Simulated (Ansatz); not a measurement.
Crystals of one space group, with the same sites and like axis ratios (P4/nmm), relaxed and computed with r²SCAN in the plane-wave PAW code Ansatz.

| crystal | a (Å) | V (Å³/atom) | B₀ by P(V) fit (GPa) | spin order, net moment (μB/atom) | ΔH_f (eV/atom) |
|---|---|---|---|---|---|
| Cr2C | 3.142 | 9.28 | 280 | ferromagnetic; net 0.51 | 0.31 |
| Zr2C | 3.634 | 15.36 | 162 | not spin-polarised | 0.00 |
| Hf2C | … | … | … | not spin-polarised | … |
| Ta2C | 3.502 | 13.30 | 262 | not spin-polarised | 0.33 |

What belongs in the gaps?


- Hf2C, a (Å): 3.606
- Hf2C, V (Å³/atom): 14.86
- Hf2C, B₀ by P(V) fit (GPa): 175
- Hf2C, ΔH_f (eV/atom): 0.11

Spin orders computed, not proven ground states: Cr2C, P4/nmm (Cr on 2a, Cr on 2c, C on 2c) ferromagnetic. Constructed cells (a structure type filled with these elements, in neither database checked): Cr2C, P4/nmm (Cr on 2a, Cr on 2c, C on 2c); Zr2C, P4/nmm (Zr on 2a, Zr on 2c, C on 2c); Hf2C, P4/nmm (Hf on 2a, Hf on 2c, C on 2c); Ta2C, P4/nmm (Ta on 2a, Ta on 2c, C on 2c). All cells were relaxed under the symmetry of their starts (and spin orders); stability against distortions was not tested throughout. Rows with no word on spin ran without spin polarisation. Spin–orbit coupling is left out wherever it is not named.

Potentials: the later of the program's two PAW sets.

Formation energies count from the lowest solids of the elements computed at the same level, not from gases.
